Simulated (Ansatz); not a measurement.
Relaxed-ion elastic tensor of GeMo (rock salt, space group No. 225) in GPa (Voigt order), plane-wave PAW r²SCAN (Ansatz code); density 8.38 g/cm³, 16.70 Å³ per atom.

```
 369  68.7  68.7   0.0   0.0   0.0
68.7   369  68.7   0.0   0.0   0.0
68.7  68.7   369   0.0   0.0   0.0
 0.0   0.0   0.0  -9.4   0.0   0.0
 0.0   0.0   0.0   0.0  -9.4   0.0
 0.0   0.0   0.0   0.0   0.0  -9.4
```

**Question.** Is the crystal mechanically stable?

**Answer.** No: the smallest eigenvalue of C is -9.4 GPa.

Space group Fm-3m (rock salt). A made-up cell: these elements were put on the sites of a structure type; neither database checked (COD, Materials Project) lists it. Whether it is the stable phase at ambient conditions was not checked. The cell was relaxed with r²SCAN under the symmetry of its start. At this level the phase is mechanically unstable. The run is not spin-polarised. As this level gives no gap, shear constants depend on the k-mesh and smearing (Fermi–Dirac, 0.1 eV here).

Potentials: the later of the program's two PAW sets.
